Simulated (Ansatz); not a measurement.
## ZrB2: strain and displacement

```xyz
3
Lattice="3.1650 0.0000 0.0000 -1.5825 2.7410 0.0000 0.0000 0.0000 3.5200" Properties=species:S:1:pos:R:3 pbc="T T T"
Zr    0.0000    0.0000    0.0000
B     0.0000    1.8273    1.7600
B     1.5825    0.9137    1.7600
```

Atoms are numbered in the order listed.

The cell comes from COD entry 1510856, which wasn't checked; take it as a given geometry.

Computed with DFT, LDA, all-electron LAPW, scalar-relativistic (Ansatz 0.2.0).

Settings: a Γ-centred 12×12×9 k mesh, Fermi–Dirac smearing of 0.05 eV, basis error target 1 meV/atom, no spin polarisation.

The unchanged cell is at -7.28 GPa.

In a metal, stresses and small energies carry noise from the k mesh.

x, y and z are the Cartesian axes of the cell as listed; fractional coordinates follow a strain, and an engineering shear is twice the off-diagonal strain component.

(1) One change gave: energy change +21 meV/atom; stress change (xx, yy, zz, yz, xz, xy) 0.68, 0.64, 0.92, -7.28, -7.30, -7.47 GPa, compression positive; change of the force on B2 (0.058, 0.010, -0.014) eV/Å. Which change was it?
A. equal xy, yz and zx engineering shear strains of +2 %
B. equal xy, yz and zx engineering shear strains of -3 %
C. equal xy, yz and zx engineering shear strains of +1 %
D. equal xy, yz and zx engineering shear strains of +3 %
E. equal xy, yz and zx engineering shear strains of -2 %
F. equal xy, yz and zx engineering shear strains of -1 %

## Answers

(1) D. For equal xy, yz and zx engineering shear strains of -3 %: energy change +22 meV/atom; stress change (xx, yy, zz, yz, xz, xy) 0.71, 0.62, 0.98, 7.83, 7.85, 8.03 GPa, compression positive; change of the force on B2 (-0.077, 0.010, -0.018) eV/Å. For equal xy, yz and zx engineering shear strains of -1 %: energy change +2 meV/atom; stress change (xx, yy, zz, yz, xz, xy) 0.08, 0.07, 0.11, 2.53, 2.53, 2.62 GPa, compression positive; change of the force on B2 (-0.023, 0.001, -0.002) eV/Å. For equal xy, yz and zx engineering shear strains of +2 %: energy change +9 meV/atom; stress change (xx, yy, zz, yz, xz, xy) 0.30, 0.28, 0.41, -4.90, -4.91, -5.05 GPa, compression positive; change of the force on B2 (0.040, 0.005, -0.007) eV/Å. For equal xy, yz and zx engineering shear strains of -2 %: energy change +10 meV/atom; stress change (xx, yy, zz, yz, xz, xy) 0.31, 0.28, 0.43, 5.14, 5.15, 5.30 GPa, compression positive; change of the force on B2 (-0.048, 0.004, -0.008) eV/Å. For equal xy, yz and zx engineering shear strains of +1 %: energy change +2 meV/atom; stress change (xx, yy, zz, yz, xz, xy) 0.08, 0.07, 0.10, -2.47, -2.47, -2.56 GPa, compression positive; change of the force on B2 (0.021, 0.001, -0.002) eV/Å.
